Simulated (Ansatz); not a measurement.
Task: Each is relaxed and computed with plane-wave PAW r²SCAN (Ansatz code). Which is the only one with a gap?
A. LaN, P4/nmm (La on 2c, N on 2a)
B. LaSiRu, P4/nmm (La on 2c, Si on 2c, Ru on 2a)
C. TaSiAs, P4/nmm (Si on 2a, As on 2c, Ta on 2c)
D. LaCu2Ge2, I4/mmm (La on 2a, Cu on 4d, Ge on 4e)

Result: A, LaN, P4/nmm (La on 2c, N on 2a). LaN: gap 1.86 eV (indirect); LaSiRu: metal; TaSiAs: metal; LaCu2Ge2: metal. Standing as an ambient phase not checked: LaN, P4/nmm (La on 2c, N on 2a); LaSiRu, P4/nmm (La on 2c, Si on 2c, Ru on 2a); TaSiAs, P4/nmm (Si on 2a, As on 2c, Ta on 2c); LaCu2Ge2, I4/mmm (La on 2a, Cu on 4d, Ge on 4e). Unstable at this level: LaN, P4/nmm (La on 2c, N on 2a). All cells were relaxed under the symmetry of their starts (and spin orders); stability against distortions was not tested throughout. Rows with no word on spin ran without spin polarisation. Spin–orbit coupling is left out wherever it is not named.

Potentials: the later of the program's two PAW sets.
